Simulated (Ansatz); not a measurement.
LiGa: computed DOS

```cif
data_structure
_symmetry_space_group_name_H-M 'Fd-3m:1'
_symmetry_Int_Tables_number 227
_cell_length_a 6.1690
_cell_length_b 6.1690
_cell_length_c 6.1690
_cell_angle_alpha 90.000
_cell_angle_beta 90.000
_cell_angle_gamma 90.000
_cell_volume 234.77
loop_
_atom_site_label
_atom_site_type_symbol
_atom_site_symmetry_multiplicity
_atom_site_Wyckoff_symbol
_atom_site_fract_x
_atom_site_fract_y
_atom_site_fract_z
_atom_site_occupancy
Li1 Li 8 b 0.00000 0.00000 0.50000 1
Ga1 Ga 8 a 0.50000 0.00000 0.50000 1
```

The runs use the primitive cell with vectors (0.000, 3.084, 3.084), (3.084, 0.000, 3.084), (3.084, 3.084, 0.000) Å, to which the k mesh refers.

The cell is COD entry 1540165, as deposited and not checked against the literature; nothing was relaxed.

Computed with DFT, PBEsol, all-electron LAPW, scalar-relativistic in Ansatz 0.2.0.

Settings: a Γ-centred 12×12×12 k mesh, Fermi–Dirac smearing of 0.05 eV, basis error target 0.5 meV/atom, no spin polarisation.

States per eV and cell, averaged over 0.4 eV, from -9.8 to 0.4 eV, with energies (bin centres) from the Fermi level; empty bins are left out. 

```csv
E (eV),total
-9.7,0.53
-9.3,0.71
-8.9,1.04
-8.5,0.97
-8.1,0.74
-7.7,0.48
-7.3,0.09
-6.9,0.40
-6.5,0.91
-6.1,1.15
-5.7,0.64
-5.3,0.46
-4.9,0.35
-4.5,0.27
-4.1,1.07
-3.7,1.37
-3.3,1.65
-2.9,1.55
-2.5,1.34
-2.1,1.16
-1.7,0.99
-1.3,0.78
-0.9,0.46
-0.5,0.26
-0.1,0.24
0.3,1.60
```
